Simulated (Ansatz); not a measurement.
ZrSi₂:
Space group Cmcm (No. 63); a = 3.6900 Å, b = 14.8639 Å, c = 3.6647 Å, α = β = γ = 90.00°

```
atom  site  symmetry       x       y       z
----  ----  --------  ------  ------  ------
Si      4c       m2m  0.0000  0.0517  0.2500
Si      4c       m2m  0.0000  0.2498  0.7500
Zr      4c       m2m  0.0000  0.3941  0.2500
```
(The calculation used a cell of 6 atoms; values per cell refer to that cell.)

Relaxed at zero pressure with r²SCAN (plane waves, PAW; program Ansatz).

The volume is lowered by 6 % and shape and atoms relax at that volume. What pressure results, and how do the axes share the change?

9.0 GPa; a -1.7 %, b -2.9 %, c -1.5 %; the energy rises by 27 meV/atom.

Give the new structure.


Space group Cmcm (No. 63); a = 3.6267 Å, b = 14.4365 Å, c = 3.6087 Å, α = β = γ = 90.00°

| atom | site | symmetry | x | y | z |
|---|---|---|---|---|---|
| Si | 4c | m2m | 0.0000 | 0.0531 | 0.2500 |
| Si | 4c | m2m | 0.0000 | 0.2498 | 0.7500 |
| Zr | 4c | m2m | 0.0000 | 0.3951 | 0.2500 |

The phase is kept; no other phase was compared at this pressure.

The r²SCAN relaxation kept the symmetry of its start; of distortions, only those at the zone centre were tested. No spin polarisation was allowed.

Potentials: the later of the program's two PAW sets.
